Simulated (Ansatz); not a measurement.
Rh (fcc, Cu type)

```xyz
2
Lattice="0.0000 3.8001 3.8001 1.9001 0.0000 1.9001 1.9001 1.9001 0.0000" Properties=species:S:1:pos:R:3 pbc="T T T"
Rh     0.0000     0.0000     0.0000
Rh     0.0000     1.9001     1.9001
```

A phonon eigenvector at L = (0.5, 0.0, 0.0) is frozen into this cell: atom i moves by Q times the vector below, so Q is the largest atomic displacement, in Å. The cell is held. (q is in reciprocal vectors of the primitive cell; the cell shown is doubled to hold the pattern.)

```tsv
atom	x	y	z
Rh1	-0.577	0.577	0.577
Rh2	0.577	-0.577	-0.577
```

Calculation: r2SCAN (plane waves to 500 eV, PAW, scalar-relativistic; Ansatz, an electronic-structure program). k mesh 21×21×21 (Γ-centred), Fermi-Dirac smearing 0.05 eV. With partly filled bands, energies and forces of such displacements shift with the k mesh and the smearing. Rh is run without spin polarisation. Rh was relaxed with its symmetry unable to fall. The PAW data are Ansatz's earlier set. 

```csv
Q (Å),−dE/dQ from forces (eV/Å)
-0.100,4.592
-0.083,3.782
-0.067,3.003
-0.050,2.243
-0.033,1.492
-0.017,0.746
0.000,0.000
0.017,-0.746
0.033,-1.492
0.050,-2.243
0.067,-3.003
0.083,-3.782
0.100,-4.592
```

### Question
What harmonic wavenumber does the curvature at Q = 0 give?

### Answer
243 cm⁻¹. E″ = 44.74 eV/Å², M = Σ mᵢ|uᵢ|² = 205.8 u, ν̃ = 521.5·√(|E″|/M).

(For displaced atoms, the force is minus the slope of the energy, and its curvature is a force constant, which sets phonon frequencies.)
